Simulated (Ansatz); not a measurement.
Input and command of a plane-wave DFT calculation in Ansatz:

```yaml
crystal:
  lattice:
    - [4.7654056881, 0.0, 0.0]
    - [0.0, 4.7654056881, 0.0]
    - [0.0, 0.0, 4.7654056881]
  atoms:
    - { symbol: Sr, position: [0.0, 0.5, 0.5] }
    - { symbol: Sr, position: [0.5, 0.0, 0.5] }
    - { symbol: Sr, position: [0.5, 0.5, 0.0] }
    - { symbol: Ru, position: [0.0, 0.0, 0.0] }
basis:
  ecutwfc: 420
kpoints:
  mp_grid: { grid: [4, 4, 4] }
hamiltonian:
  xc: pbe
scf:
  occupations: { method: gaussian, width: 0.1 }
  lower_state_search: "off"
output:
  forces: true
  stress: true
  eigenvalues: true
relax:
  adjacent_minimum: "off"
  f_tol: 0.04
  max_steps: 70
  cell: { stress_tol: 0.4 }
```

```bash
ansatz run input.yaml --threads 1 --pin off --max-ram 2560MiB --backend cpu --events-out ev --progress --plain --runs-dir out
```

Processor: Intel(R) Xeon(R) Platinum 8375C CPU @ 2.90GHz (Ice Lake), 1 thread, on a host shared with other jobs.

Question: How long does it run, and how much memory does it take?

Answer: About 8.1 s on 1 thread of Intel(R) Xeon(R) Platinum 8375C CPU @ 2.90GHz (Ice Lake), on a shared host, peak memory 0.42 GiB. It solves 28 bands at 10 k points (the mesh reduced by the symmetry that the task leaves, which can be less than the crystal's) with about 2517 plane waves (on the last cell), in 25 SCF iterations over 4 ionic steps.
